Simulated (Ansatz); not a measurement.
# Frozen-phonon scan for Cd (hcp, Mg type)

Starting cell, Cd (hcp, Mg type):

```yaml
crystal:
  lattice:
    - [6.03185, 0.00000, 0.00000]
    - [-1.50796, 2.61187, 0.00000]
    - [0.00000, 0.00000, 5.82164]
  atoms:
    - { symbol: Cd, position: [0.16667, 0.66667, 0.75000] }
    - { symbol: Cd, position: [0.66667, 0.66667, 0.75000] }
    - { symbol: Cd, position: [0.33333, 0.33333, 0.25000] }
    - { symbol: Cd, position: [0.83333, 0.33333, 0.25000] }
```

A phonon eigenvector at M = (0.5, 0.0, 0.0) is frozen into this cell: atom i moves by Q times the vector below, so Q is the largest atomic displacement, in Å. The cell is held. (q is in reciprocal vectors of the primitive cell; the cell shown is doubled to hold the pattern.)

```json
[
 {"atom": "Cd1", "x": "0.866", "y": "0.500", "z": "0.000"},
 {"atom": "Cd2", "x": "-0.866", "y": "-0.500", "z": "0.000"},
 {"atom": "Cd3", "x": "0.866", "y": "0.500", "z": "0.000"},
 {"atom": "Cd4", "x": "-0.866", "y": "-0.500", "z": "0.000"}
]
```

All values below come from PBE (plane waves to 420 eV, PAW, scalar-relativistic; Ansatz, an electronic-structure program). k mesh 9×18×8 (Γ-centred), Fermi-Dirac smearing 0.05 eV. Energies are smeared free energies. Stress and pressure are positive under compression. With partly filled bands, energies and forces of such displacements shift with the k mesh and the smearing. Cd was relaxed with its symmetry unable to fall. The PAW data are Ansatz's earlier set. The relaxed volume of Cd is well above the measured one; the method has no dispersion term. ΔE is measured from the undisplaced structure.

```
Q (Å)   ΔE (eV/cell)  −dE/dQ from forces (eV/Å)  P (GPa)
------  ------------  -------------------------  -------
-0.180         0.584                      7.055      3.7
-0.150         0.394                      5.586      2.5
-0.120         0.247                      4.282      1.6
-0.090         0.136                      3.103      0.9
-0.060         0.060                      2.015      0.4
-0.030         0.015                      0.988      0.1
0.000          0.000                      0.000      0.0
0.030          0.015                     -0.988      0.1
0.060          0.060                     -2.015      0.4
0.090          0.136                     -3.103      0.9
0.120          0.247                     -4.282      1.6
0.150          0.394                     -5.586      2.5
0.180          0.584                     -7.055      3.7
```

Key numbers:

- Energy at Q = 0.180 Å = 584 meV/cell
- Space group of the distorted cell = Pmma (No. 51), lowered from P6_3/mmc
- Symmetry of the curve = even: the same for both signs
- Shape of the curve = a single well with its minimum at or next to zero displacement
- Harmonic wavenumber from the curvature (finite differences) = 141 cm⁻¹
- Wavenumber by perturbation theory (DFPT, on another k mesh) = 140 cm⁻¹

(For displaced atoms, the force is minus the slope of the energy, and its curvature is a force constant, which sets phonon frequencies.)
